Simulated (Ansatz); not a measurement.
## Stationary points along a deformation path in Nb

Level of theory: Ansatz, DFT PBEsol, scalar-relativistic, plane waves, PAW. Cutoff 420 eV, Γ-centred 22×22×22 k-points, Gaussian smearing of 0.15 eV. No spin polarisation. Energies are free energies at this smearing, counted from the undisturbed cell; pressure is positive in compression.

Reference structure (as given, not relaxed at this level; it stands at -8.4 GPa):

```
CELL_PARAMETERS angstrom
-1.66395 1.66395 1.66395
1.66395 -1.66395 1.66395
1.66395 1.66395 -1.66395
ATOMIC_POSITIONS crystal
Nb 0.00000 0.00000 0.00000
```

At fixed volume and fractional coordinates, lengths along (0.577, 0.577, 0.577) are scaled against those across it; ρ is that ratio over its starting value. V = 18.428 Å³/atom. Δσ is the stress along the axis less the mean stress across it (compression positive).

| ρ | ΔE (meV/atom) | Δσ (GPa) | space group |
| --- | --- | --- | --- |
| 0.500 | 6355.4 | 433.31 | R-3m |
| 0.600 | 2177.1 | 193.93 | R-3m |
| 0.710 | 591.3 | 74.25 | R-3m |
| 0.850 | 51.1 | 13.61 | R-3m |
| 0.930 | 4.3 | 2.08 | R-3m |
| 1.000 | 0.0 | 0.00 | Im-3m |
| 1.080 | 7.5 | -2.35 | R-3m |
| 1.200 | 59.0 | -12.14 | R-3m |
| 1.410 | 344.7 | -32.70 | R-3m |
| 1.700 | 805.5 | -27.98 | R-3m |
| 2.000 | 1018.1 | 0.00 | Pm-3m |

Q: How does the stress give the slope of the energy, and where is the energy stationary?

A: Along the path d ln(length) is 2/3 d ln ρ on the axis and −1/3 d ln ρ across it, so dE/d ln ρ = −(2/3) V Δσ: the energy falls with ρ where Δσ is positive. Δσ vanishes or changes sign at ρ = 1.000 (Im-3m), a minimum at 0.0 meV/atom; at ρ = 2.000 (Pm-3m, an end of the scan), at 1018.1 meV/atom. Pairs of stationary points between two samples would go unseen, and could change a minimum read from distant neighbours into a maximum. At ρ = 1.000, 2.000 the cell is cubic, where symmetry alone makes the stress isotropic and the slope zero.

Q: Which shear constant sets the curvature at ρ = 1?

A: For a cubic crystal E/V = (2/3) C (ln ρ)² with C = C44, so Δσ = −2C ln ρ. The parabola of Δσ against ln ρ through ρ = 0.930, 1 and 1.080 gives C ≈ 14.8 GPa with the ions clamped, rough because the steps are large. It is the stress–strain coefficient at this cell's pressure of -8.4 GPa, not the zero-pressure constant.

In a metal these slopes depend on the k mesh and the smearing.